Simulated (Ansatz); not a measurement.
Lu$_{2}$CdS$_{4}$:
```
CELL_PARAMETERS angstrom
      0.00000     5.52971     5.52971
      5.52971     0.00000     5.52971
      5.52971     5.52971     0.00000
ATOMIC_POSITIONS crystal
  S  0.88316 0.88316 0.88316
  S  0.89949 0.36684 0.36684
  S  0.88316 0.88316 0.35051
  S  0.36684 0.89949 0.36684
  S  0.35051 0.88316 0.88316
  S  0.36684 0.36684 0.36684
  S  0.88316 0.35051 0.88316
  S  0.36684 0.36684 0.89949
  Lu 0.12500 0.12500 0.12500
  Lu 0.62500 0.12500 0.12500
  Lu 0.12500 0.12500 0.62500
  Lu 0.12500 0.62500 0.12500
  Cd 0.50000 0.50000 0.50000
  Cd 0.75000 0.75000 0.75000
```

Relaxed with r²SCAN. Special points in fractions of this cell's reciprocal vectors: Γ (0.000, 0.000, 0.000); X (0.500, 0.000, 0.500); U (0.625, 0.250, 0.625); K (0.375, 0.375, 0.750); L (0.500, 0.500, 0.500); W (0.500, 0.250, 0.750).

Task: List the band energies nearest the valence-band maximum at these points for r²SCAN with spin–orbit coupling (plane waves, PAW; program Ansatz).

Result: In eV from the valence-band maximum; about four levels below and three above (degenerate sets whole), none deeper than 8.9 eV; points with the same levels are listed once.

| k | below | above |
|---|---|---|
| Γ | 0.00 0.00 0.00 0.00 | 1.52 1.52 2.74 2.74 2.74 2.74 |
| X | -0.66 -0.66 -0.66 -0.66 | 3.03 3.03 3.03 3.03 |
| U | -0.77 -0.77 -0.58 -0.58 | 3.28 3.28 3.37 3.37 |
| L | -0.40 -0.40 -0.31 -0.31 | 3.12 3.12 3.17 3.17 |
| W | -0.78 -0.78 -0.78 -0.78 | 3.62 3.62 3.68 3.68 3.68 3.68 |

Space group Fd-3m (spinel). The workflow started from an entry of the Crystallography Open Database (COD). Whether it is the stable phase at ambient conditions was not checked. The r²SCAN relaxation kept the symmetry of its start; whether a distortion lowers the energy is not shown.

Potentials: the later of the program's two PAW sets.
